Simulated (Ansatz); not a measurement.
Values for one crystal, relaxed and computed with PBEsol in the plane-wave PAW code Ansatz; other levels are named.

| Item | Result |
|---|---|
| Volume per atom | 18.70 Å³ |
| Electronic character | metallic (no gap) |
| Density of states at the Fermi level | 0.52 states/eV per atom (mean over ±0.08 eV) |
| Pressure derivative B′ | 3.9 |
| Bulk modulus (Birch–Murnaghan fit) | 119 GPa |
| Formation energy from the elements (no fitted shifts) | -0.13 eV/atom |

### Question
Pick the material that matches.
A) CuPt, R-3m (Cu on 3a, Pt on 3b)
B) Al2Cu, I4/mcm (Al on 8h, Cu on 4a)
C) ZnCu, CsCl type
D) Zr2Cu, MoSi2 or CaC2 type

### Answer
D, Zr2Cu, MoSi2 or CaC2 type

Space group I4/mmm (MoSi2 or CaC2 type). The workflow started from an entry of the Crystallography Open Database (COD), which files this formula under 2 space groups. Its standing as an ambient phase is unchecked. The PBEsol relaxation kept the symmetry of its start; its stability against distortions is not shown here. No spin polarisation was allowed. The references are the lowest solids computed at this level, not always the standard phases. Scalar-relativistic: spin–orbit coupling is off unless named, which matters more the heavier the elements.

Potentials: the later of the program's two PAW sets.
